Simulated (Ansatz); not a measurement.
CeO2:
```xyz
6
Lattice="5.1079 0.0000 0.0000 0.0000 5.1079 0.0000 0.0000 0.0000 3.6228" Properties=species:S:1:pos:R:3 pbc="T T T"
Ce     2.5539     2.5539     1.8114
Ce     0.0000     0.0000     0.0000
O      4.1487     0.9592     1.8114
O      0.9592     4.1487     1.8114
O      1.5947     1.5947     0.0000
O      3.5131     3.5131     0.0000
```

Relaxed with r²SCAN.

Problem. Give the optical modes at the zone centre with their infrared activity from DFPT, the program Ansatz at the r²SCAN level (PAW).

Solution. Transverse frequencies, without the LO–TO term; a row sums one degenerate level.

```
ω (cm⁻¹)  degeneracy  IR ((D/Å)²/amu)     activity  symmetry
--------  ----------  ---------------  -----------  --------
65                 1             0.00  IR-inactive       B1g
117                1             0.00  IR-inactive       B1u
167                2            13.58           IR        Eu
219                2            33.13           IR        Eu
283                1            74.11           IR       A2u
290                2             0.00  IR-inactive        Eg
299                1             0.00  IR-inactive       A2g
337                1             0.00  IR-inactive       B1u
346                2            79.11           IR        Eu
406                1             0.00  IR-inactive       A1g
648                1             0.00  IR-inactive       B2g
```

Problem. How high does the top mode go among those that the LO–TO term moves?

Solution. 599 cm⁻¹ for q along x, 599 cm⁻¹ for q along y, 588 cm⁻¹ for q along z.

Space group P4_2/mnm (rutile). The workflow started from a Materials Project entry (that database holds measured and hypothetical structures alike); the Crystallography Open Database copy checked does not list it. It is not the phase usual at ambient conditions (space group No. 225). The r²SCAN relaxation kept the symmetry of its start; its stability against distortions is not shown here. The run is not spin-polarised. The 4f shell is in the valence. No Hubbard U is applied. Spin–orbit coupling is left out wherever it is not named.

Potentials: the later of the program's two PAW sets.
